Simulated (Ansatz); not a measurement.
Te2Mo:
```yaml
crystal:
  lattice:
    - [3.46691, 0.00000, 0.00000]
    - [0.00000, 6.32991, 0.00000]
    - [0.00000, 0.00000, 35.00000]
  atoms:
    - { symbol: Te, position: [0.75000, 0.07120, 0.45787] }
    - { symbol: Te, position: [0.25000, 0.57969, 0.44142] }
    - { symbol: Mo, position: [0.75000, 0.68101, 0.49732] }
    - { symbol: Te, position: [0.25000, 0.92880, 0.54213] }
    - { symbol: Te, position: [0.75000, 0.42031, 0.55858] }
    - { symbol: Mo, position: [0.25000, 0.31899, 0.50268] }
```
The layer is periodic in x and y and isolated along z.

Relaxed with r²SCAN+D4.

Task: Tabulate the total density of states from plane-wave PAW r²SCAN+D4 (Ansatz code).

Result: States/eV per cell of 6 atoms, means over 0.25 eV bins, energy of the bin centre from the Fermi level.

```
E (eV)  total
------  -----
-7.85    0.00
-7.60    0.00
-7.35    0.00
-7.10    0.00
-6.85    0.00
-6.60    0.00
-6.35    0.00
-6.10    0.39
-5.85    1.76
-5.60    2.10
-5.35    2.72
-5.10    4.77
-4.85    7.52
-4.60    4.39
-4.35    3.23
-4.10    4.85
-3.85    4.18
-3.60    4.95
-3.35    5.91
-3.10    6.45
-2.85    4.93
-2.60    5.23
-2.35    5.36
-2.10    5.31
-1.85    9.05
-1.60    5.20
-1.35    8.15
-1.10    5.93
-0.85    4.45
-0.60    3.31
-0.35    1.21
-0.10    0.72
0.15     1.22
0.40     3.14
0.65     1.73
0.90     2.53
1.15     6.12
1.40     2.00
1.65     7.44
1.90     6.08
2.15     8.10
2.40     4.79
2.65     4.28
2.90     2.58
3.15     3.25
3.40     7.00
3.65     3.51
3.90     0.13
4.15     0.00
4.40     0.50
```

Space group P2_1/m (1T′). A layer that has been made, often on a substrate. Symmetry was held in the r²SCAN+D4 relaxation; its stability against distortions is not shown here. No spin polarisation was allowed. Scalar-relativistic: spin–orbit coupling is off unless named, which matters more the heavier the elements.

Potentials: the later of the program's two PAW sets.
